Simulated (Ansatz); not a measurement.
This Cd2TeI2 structure is the end of a relaxation. The cell was found from a structure generator's guess, not taken from experiment.

All numbers below come from Ansatz, DFT PBE, scalar-relativistic, plane waves, PAW. Cutoff 420 eV, Γ-centred mesh, Gaussian smearing, no spin polarisation.

```xyz
5
Lattice="4.0155 0.0000 0.0000 0.0000 4.0155 0.0000 0.0000 0.0000 13.1468" Properties=species:S:1:pos:R:3 pbc="T T T"
Cd    2.0078    2.0078    0.0000
Cd    2.0078    2.0078    6.5734
Te    0.0000    0.0000    0.0000
I     0.0000    0.0000    4.7518
I     0.0000    0.0000    8.3951
```

The zero of energy is the elements' standard structures at the same level; no fitted shifts are applied.

Question: What space group does it have?

Answer: P4/mmm (No. 123). Conventional cell: a = 4.016 Å, c = 13.147 Å. Cd on its first site is surrounded by 4 Te at 2.84 Å; Cd on its second site is surrounded by 8 I at 3.37 Å and 4 Cd at 4.02 Å; Te is surrounded by 4 Cd at 2.84 Å; I has 4 Cd at 3.37 Å, 1 I at 3.64 Å and 4 I at 4.02 Å.

Question: How far does it lie from the elements in energy?

Answer: −0.10 eV/atom. It lies below the elements, which doesn't yet make it stable against other compounds or structures.

Question: Is it a metal?

Answer: Yes, bands cross the Fermi level on the 10×10×4 mesh.

The last run used a 10×10×4 mesh (in the run's order of axes) for its 5-atom cell and Gaussian smearing of 0.10 eV. No dispersion correction is applied, so the spacing and binding between layers, chains or molecules are poorly described. Spin–orbit coupling, which can matter for I and Te, is left out. The reference forms of I and Te are held partly by dispersion forces, which this level lacks. A structure relaxed within its symmetry needn't be a true minimum.
